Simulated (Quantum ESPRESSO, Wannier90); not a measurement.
**HfSiO$_{4}$ (I4₁/amd), plane waves to Wannier functions**

```yaml
crystal:
  lattice:
    - [-3.27670, 3.27670, 2.98224]
    - [3.27670, -3.27670, 2.98224]
    - [3.27670, 3.27670, -2.98224]
  atoms:
    - { symbol: Hf, position: [0.00000, 0.00000, 0.00000] }
    - { symbol: Hf, position: [0.75000, 0.25000, 0.50000] }
    - { symbol: Si, position: [0.25000, 0.75000, 0.50000] }
    - { symbol: Si, position: [0.50000, 0.50000, 0.00000] }
    - { symbol: O, position: [0.13409, 0.31920, 0.81489] }
    - { symbol: O, position: [0.06920, 0.75431, 0.68511] }
    - { symbol: O, position: [0.50431, 0.31920, 0.18511] }
    - { symbol: O, position: [0.06920, 0.38409, 0.31489] }
    - { symbol: O, position: [0.61591, 0.93080, 0.68511] }
    - { symbol: O, position: [0.68080, 0.86591, 0.18511] }
    - { symbol: O, position: [0.24569, 0.93080, 0.31489] }
    - { symbol: O, position: [0.68080, 0.49569, 0.81489] }
```

Cell from Materials Project (mp-4609), symmetrised, no further relaxation. COD (Crystallography Open Database) has an entry of this formula and space group (matched by these alone). Method: PBEsol plane waves in Quantum ESPRESSO 7.5 (PseudoDojo norm-conserving files, 68 Ry, no spin polarisation, no spin-orbit coupling), Bloch states on a 4×4×4 mesh through Γ, Wannier90 4.0.1. Density: 8×8×8 mesh, cold smearing 0.01 Ry. Spin-orbit coupling is left out although heavy elements are present.

Valence charges of the files: Hf 12, Si 4, O 6. 83 bands were computed.

Isolated groups of bands, relative to the valence-band maximum (bands from 41 on overlap up to the last one computed):

```
bands  from (eV)  to (eV)  filling           weight on atomic waves
-----  ---------  -------  -------  -------------------------------
1–2       -60.33   -60.32   filled                       Hf 5s 97 %
3–8       -29.16   -28.94   filled                       Hf 5p 96 %
9–16      -19.12   -16.47   filled  O 2s 75 %, Si 3p 9 %, Hf 5d 5 %
17–40      -7.78     0.00   filled             O 2p 83 %, Hf 5d 7 %
```

Wanted is a model with the orbitals Hf d, Si s p, O p, without the filled groups that are mainly made of other shells (semicore states, and anion s where it isn't named); all higher bands stay in for disentanglement.

Problem. Give num_wann, exclude_bands and num_bands, and the number of electrons that the model holds.

Solution. Electrons: 2×12 + 2×4 + 8×6 = 80, which fill 40 bands.
num_wann = 2×5 + 2×4 + 8×3 = 42.
exclude_bands = 1-16, 16 bands, so num_bands = 83 − 16 = 67.
The model holds 80 − 2×16 = 48 electrons. With the window frozen to 6.91 eV it follows pw.x to 15 meV rms (states up to 6.4 eV relative to the valence-band maximum).
